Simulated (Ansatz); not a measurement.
Space group P4/mmm (No. 123). a = 2.468 Å, b = 2.468 Å, c = 3.533 Å, α = 90.00°, β = 90.00°, γ = 90.00°
| atom | site | symmetry | x | y | z |
| --- | --- | --- | --- | --- | --- |
| Fe | 1a | 4/mmm | 0.0000 | 0.0000 | 0.0000 |
| Ni | 1d | 4/mmm | 0.5000 | 0.5000 | 0.5000 |

Equation of state of this FeNi structure (not necessarily the ground state), with shape and atoms relaxed at each volume where symmetry leaves them free. It has no gap at any of these volumes. Method: Ansatz, DFT PBEsol, scalar-relativistic, plane waves, PAW.

Plane waves to 420 eV, a k mesh through Γ of 16×16×12 on the computed 2-atom cell and Gaussian smearing (0.10 eV); collinear spin.

```
V (Å³/atom) E − E(largest V) (meV/atom) P (GPa)
     10.115                         5.29    14.82
     10.438                       -15.84     6.66
     10.761                       -22.17     0.00
     11.083                       -16.56    -5.67
     11.406                         0.00   -10.73
```

Question: Fit a third-order Birch–Murnaghan equation to E(V).

Answer: V0 = 10.76 Å³/atom, B0 = 204 GPa, B0' = 4.2.

Only parallel moments were tried here.